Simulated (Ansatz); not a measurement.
# Computed properties of VN

VN:
```cif
data_N3V3
_chemical_formula_sum 'V3 N3'
_space_group_name_H-M_alt 'P6/mmm'
_space_group_IT_number 191
_space_group_name_Hall '-P 6 2'
_cell_length_a 4.67309
_cell_length_b 4.67309
_cell_length_c 3.01952
_cell_angle_alpha 90.000
_cell_angle_beta 90.000
_cell_angle_gamma 120.000
loop_
_atom_site_label
_atom_site_type_symbol
_atom_site_symmetry_multiplicity
_atom_site_Wyckoff_symbol
_atom_site_fract_x
_atom_site_fract_y
_atom_site_fract_z
_atom_site_occupancy
V1 V 3 f 0.00000 0.50000 0.00000 1
N1 N 1 a 0.00000 0.00000 0.00000 1
N2 N 2 d 0.33333 0.66667 0.50000 1
```

Space group P6/mmm (No. 191); conventional cell a = b = 4.673 Å, c = 3.020 Å, α = β = 90.00°, γ = 120.00°.

Method: DFT-HSE06 in the program Ansatz with PAW potentials. Geometry: relaxed at this level of theory. Other levels are named where they apply.

**Cell and energy**

| Quantity | Result |
|---|---|
| Volume per atom | 9.52 Å³ |
| Density | 5.67 g/cm³ |

**Electronic structure**

| Quantity | Value |
|---|---|
| Electronic character | metallic (no gap) |

**Magnetism**

| Property | Result |
|---|---|
| Magnetic order | non-magnetic (starting moments vanished) |

**Mechanics**

| Item | Value |
|---|---|
| Bulk modulus (Birch–Murnaghan fit) | 291 GPa |
| Pressure derivative B′ | 4.4 |

**Charges**

| Quantity | Value |
|---|---|
| Bader charges | V +1.51, N -1.55 to -1.42 e |

The cell is a constructed one: a structure type filled with these elements; neither database checked (COD, Materials Project) lists it. It is not the phase usual at ambient conditions (space group No. 225). The HSE06 relaxation kept the symmetry of its start; whether a distortion lowers the energy is not shown. The workflow began spin-polarised and lost its moments. The hybrid run found no gap, on a coarse k-mesh.

Potentials: the later of the program's two PAW sets.
